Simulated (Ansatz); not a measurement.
## YAu in the CsCl-type structure

**The experiment.** The Crystallography Open Database holds a cell as deposited of cubic YAu (space group Pm-3m), temperature not stated (1963, doi:10.1063/1.1729720): a = 3.559 Å, 22.54 Å³/atom.

Method: PBEsol, scalar-relativistic; no spin polarisation; PAW, 420 eV, 8×8×8 k-mesh, Gaussian smearing of 0.05 eV; code Ansatz; PAW files: Ansatz's generated set soft_2.

```xyz
2
Lattice="3.5465 0.0000 0.0000 0.0000 3.5465 0.0000 0.0000 0.0000 3.5465" Properties=species:S:1:pos:R:3 pbc="T T T"
Y     0.0000    0.0000    0.0000
Au    1.7732    1.7732    1.7732
```

The start was a prototype's sites filled with these elements; the Crystallography Open Database holds the compound in this structure.

The cell above was scaled in volume, its shape and atoms being fixed by the lattice's symmetry. Energies are counted from the cell above.

Cell and atoms are those of this level's equilibrium.

```tsv
V (Å³/atom)	ΔE (meV/atom)	P from the stress (GPa)
21.411	11.37	4.29
21.857	2.68	2.04
22.303	0.00	0.01
22.749	2.71	-1.80
23.195	10.12	-3.40
```

Problem. Do the energies and the pressures agree? Compare −ΔE/ΔV between neighbouring points (1 meV/Å³ = 0.1602 GPa) with the mean of their pressures.

Solution. 
```json
{"interval (Å³/atom)": "21.41 to 21.86", "−ΔE/ΔV (GPa)": "3.1", "mean P (GPa)": "3.2"}
{"interval (Å³/atom)": "21.86 to 22.30", "−ΔE/ΔV (GPa)": "1.0", "mean P (GPa)": "1.0"}
{"interval (Å³/atom)": "22.30 to 22.75", "−ΔE/ΔV (GPa)": "-1.0", "mean P (GPa)": "-0.9"}
{"interval (Å³/atom)": "22.75 to 23.19", "−ΔE/ΔV (GPa)": "-2.7", "mean P (GPa)": "-2.6"}
```
They differ by 0.07 GPa at most.

Problem. What do the two routes give for V0, B0 and B0′?

Solution. A third-order Birch–Murnaghan fit of the energies: V0 = 22.29 Å³/atom, B0 = 96 GPa, B0′ = 5.1. A polynomial of P in ln V, with B = −dP/d ln V at P = 0: V0 = 22.30 Å³/atom, B0 = 96 GPa, B0′ = 4.7. B0′ isn't converged to its last digit.

B0·V0 = 96.2 GPa × 22.29 Å³ = 13.38 eV/atom sets the scale: near the minimum ΔE ≈ ½ B0 V0 x², with x = V/V0 − 1, and a pressure of 1.0 GPa squeezes the volume by about 1 %. At the ends of the curve: x = −4.0 % predicts 10.5 meV/atom and the run gives 11.4; x = +4.0 % predicts 11.0 meV/atom and the run gives 10.1. Compression costs more and expansion less than the parabola says, since the crystal stiffens as it shrinks; B0′ measures that.

**Comparison.** The computed cell (3.546 Å, 22.30 Å³/atom) differs from the database's by −1.1 % in volume, about −0.4 % in length. PBEsol was built to cure PBE's overestimate of volumes, and the static lattice lacks thermal expansion.

Scalar-relativistic only: spin–orbit splittings of the heavy atoms' levels are missing. The run is a metal.
